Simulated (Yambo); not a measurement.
CsH (CsCl type, space group Pm-3m, No. 221), G0W0@LDA (Yambo, plasmon pole, terminator in G, 4×4×4 mesh): gap R → X in eV by bands and screening block.

```tsv
bands (W and G)	2 Ry	4 Ry	6 Ry	8 Ry	10 Ry
20	4.10	4.14	4.15	4.16	4.16
39	4.06	4.22	[?]	4.26	4.26
63	4.04	[?]	4.27	4.31	[?]
90	4.04	4.26	4.28	4.34	4.35
121	4.04	4.26	4.28	4.35	4.36
```

Problem. Estimate the withheld gaps from their neighbours; the computed values follow.

Solution. 
- 39, 6 Ry: 4.23
- 63, 4 Ry: 4.25
- 63, 10 Ry: 4.32

The largest settings aren't shown to be the converged limit.

Geometry of the Materials Project entry, not relaxed at this level; primitive cell a = b = c = 3.818 Å, α = β = γ = 90.00°.

The structure is a Materials Project entry; no match was found in the copy of COD used, and its stability was not checked.
